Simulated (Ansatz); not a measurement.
Computed with DFT PBE, scalar-relativistic, plane waves, PAW in Ansatz 0.2.0. All cells share a 420 eV cutoff and Γ-centred k meshes spaced at most about 0.3 Å⁻¹ (about 0.25 or finer for metals, 2π included). No spin polarisation in the final relaxations.

These are static total energies at zero pressure. All come from trial cells, and lower structures may exist.

**Question.** Which of these relaxed structures of ZrTi₃C₄ is the lowest in energy?
1.

```xyz
8
Lattice="3.1366 -4.4337 0.0000 3.1366 4.4337 0.0000 0.0000 0.0000 3.1431" Properties=species:S:1:pos:R:3 pbc="T T T"
Zr    3.1366    0.0000    0.0000
Ti    0.0000    0.0000    0.0000
Ti    1.5683    2.2169    1.5716
Ti    1.5683   -2.2169    1.5716
C     3.1366   -2.2663    0.0000
C     3.1366    2.2663    0.0000
C     4.7762    0.0000    1.5716
C     1.4970    0.0000    1.5716
```

2.

```xyz
8
Lattice="-2.2243 2.2243 4.4291 2.2243 -2.2243 4.4291 2.2243 2.2243 -4.4291" Properties=species:S:1:pos:R:3 pbc="T T T"
Zr    0.0000    0.0000    0.0000
Ti    0.0000    0.0000    4.4291
Ti    0.0000    2.2243    2.2146
Ti    2.2243    0.0000    2.2146
C     0.0000    0.0000    6.5900
C     0.0000    0.0000    2.2682
C     0.0000    2.2243    0.0000
C     2.2243    0.0000    0.0000
```

**Answer.** 1. It has Zr and Ti ordered on rock salt sites, space group Cmmm (No. 65); the next, 2, with Zr and Ti ordered on rock salt sites, space group I4/mmm (No. 139), lies 13 meV/atom higher. Counting C atoms around Ti and Zr (those within 1.25 times the shortest such distance or 1.15 times the sum of covalent radii, 1.27 where that leaves under three), the lowest and the next both have Zr 6, Ti 6.

For metals, differences of a few meV/atom aren't resolved. With atoms moved at random, Cmmm came back. Other cells relaxed within their symmetry can be saddle points. Some types were kept out of the candidates beforehand, so the set may lack a known form.
